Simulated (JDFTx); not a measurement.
Ge(111) slab cut from bulk Ge (space group Fd-3m, indices of the conventional cell, lattice of the Materials Project entry mp-32, not re-optimised): 6 atoms in 6 planes, a (1×1) cell of 13.94 Å² (|a| = 4.013, |b| = 4.013 Å), 7.4 Å between the outermost planes, cell height 26.4 Å, 6×6×1 k mesh, Fermi smearing 0.003 Ha, no spin polarisation. Both faces carry H (1.00 monolayer).

Computed with a modified build of JDFTx: PBE, GBRV ultrasoft potentials, plane waves to 20/100 Ha. Every dangling bond of both faces is capped, first by H, then by another group, relaxed in vacuum within this cell and the start's symmetry. The exchange energy is per site, for replacing H by the other cap, each cap being drawn from gas molecules at the same level (H: ½ E(H2); CH3: E(CH4) − ½ E(H2)). In reaction energies these potentials put H₂ about 0.03 eV too high against large-basis PBE. Liquid: CANDLE, water, 1 M KF; edges there are measured from the bulk electrolyte. The edges are semilocal Kohn-Sham levels of this thin slab, taken over the k mesh, and may belong to surface states. Energies are static: no zero-point or thermal terms. Spin-orbit coupling is left out, which can move the edges for the heavier elements here.

| cap | exchange energy (eV) | valence edge, vacuum (eV) | conduction edge, vacuum (eV) | valence edge, liquid (eV) | conduction edge, liquid (eV) |
|---|---|---|---|---|---|
| H | 0 | -4.43 | -3.90 | -4.20 | -3.67 |
| CH3 | (withheld) | (withheld) | (withheld) | (withheld) | (withheld) |

What belongs in the gaps?


- CH3, exchange energy (eV): 0.56
- CH3, valence edge, vacuum (eV): -3.60
- CH3, conduction edge, vacuum (eV): -3.13
- CH3, valence edge, liquid (eV): -3.39
- CH3, conduction edge, liquid (eV): -2.93
